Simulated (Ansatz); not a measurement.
ZrB₂:
```
CELL_PARAMETERS angstrom
      3.08109     0.00000     0.00000
     -1.54055     2.66831     0.00000
      0.00000     0.00000     8.53853
ATOMIC_POSITIONS crystal
  Zr 0.66667 0.33333 0.75000
  Zr 0.33333 0.66667 0.25000
  B  0.66667 0.33333 0.47308
  B  0.33333 0.66667 0.52692
  B  0.33333 0.66667 0.97308
  B  0.66667 0.33333 0.02692
```

Relaxed with r²SCAN.

### Question
Give the Bader charges and basin volumes of the independent atoms, r²SCAN (plane waves, PAW; program Ansatz).

### Answer


| atom | Bader charge (e) | Bader volume (Å³) |
|---|---|---|
| Zr1 | +1.31 | 14.4 |
| B3 | -0.65 | 10.3 |

Space group P6_3/mmc. The start of the workflow was typed in or built on a structure type; neither database checked (COD, Materials Project) lists it. It is not the phase usual at ambient conditions (space group No. 191). The cell was relaxed with r²SCAN under the symmetry of its start; whether a distortion lowers the energy is not shown. The run is not spin-polarised.

Potentials: the earlier of the program's two PAW sets.
